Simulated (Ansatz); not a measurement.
Bi2Pt:
```
CELL_PARAMETERS angstrom
      4.02613     0.00000     0.00000
     -2.01306     3.48673     0.00000
      0.00000     0.00000     5.60704
ATOMIC_POSITIONS crystal
  Bi 0.33333 0.66667 0.73384
  Bi 0.66667 0.33333 0.26616
  Pt 0.00000 0.00000 0.00000
```

Relaxed with PBEsol. Special points in fractions of this cell's reciprocal vectors: Γ (0.000, 0.000, 0.000); M (0.500, 0.000, 0.000); K (0.333, 0.333, 0.000); A (0.000, 0.000, 0.500); L (0.500, 0.000, 0.500); H (0.333, 0.333, 0.500).

Problem. List the band energies nearest the Fermi level at these points for the program Ansatz at the PBEsol level (PAW).

Solution. In eV from the Fermi level; about four levels below and three above (degenerate sets whole), none deeper than 8.9 eV; points with the same levels are listed once.

| k | below | above |
|---|---|---|
| Γ | -4.21 -4.21 -2.96 -2.96 -2.17 | 2.13 2.13 3.00 3.00 |
| M | -2.29 -2.12 -1.97 -1.29 | 1.08 4.50 5.12 |
| K | -2.76 -0.71 -0.25 -0.25 | 0.73 0.73 3.14 |
| A | -2.97 -2.97 -0.83 -0.45 | 1.33 1.33 4.26 4.26 |
| L | -2.68 -2.66 -2.44 -0.05 | 0.89 1.98 2.80 |
| H | -2.85 -2.74 -1.77 -1.77 | 4.32 4.32 7.20 7.20 |

Space group P-3m1. The workflow started from a Materials Project entry (that database holds measured and hypothetical structures alike); the Crystallography Open Database copy checked does not list it. COD files the formula under space group No. 205. Its standing as an ambient phase is unchecked. The cell was relaxed with PBEsol under the symmetry of its start; whether a distortion lowers the energy is not shown. The run is not spin-polarised. Scalar-relativistic: spin–orbit coupling is off unless named, which matters more the heavier the elements.

Potentials: the later of the program's two PAW sets.
